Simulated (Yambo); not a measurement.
LiCa2CuN2 (space group P4_2/mnm, No. 136), G0W0@PBEsol in Yambo with this input:

```
rim_cut
gw0
dyson
el_el_corr
HF_and_locXC
ppa
em1d
RandQpts= 1000000
RandGvec= 1 Ry
EXXRLvcs= 92 Ry
VXCRLvcs= 368 Ry
Chimod= "HARTREE"
% BndsRnXp
 11 | 288 |
%
NGsBlkXp= 7 Ry
% LongDrXp
 1.0 | 1.0 | 1.0 |
%
PPAPntXp= 27.2114 eV
% GbndRnge
 1 | 288 |
%
GTermKind= "BG"
DysSolver= "n"
ExtendOut
```

On a 2×2×2 mesh, with wavefunctions cut at 92 Ry, the gap (Γ → Γ) is 1.475 eV and the valence edge shifts by -0.235 eV.

**Question.** What happens with this change: 145 bands in W?

**Answer.** The gap rises by 0.054 eV, to 1.529 eV; the shift of the valence edge becomes -0.134 eV. Neither run is shown to be the converged limit.

Geometry of the Materials Project entry, not relaxed at this level; primitive cell a = 5.3035 Å, b = 5.3035 Å, c = 6.6292 Å, α = 90.00°, β = 90.00°, γ = 90.00°.

The structure is a Materials Project entry; no match was found in the copy of COD used, and its stability was not checked.

A shift is the quasiparticle energy of the state minus its PBEsol energy.
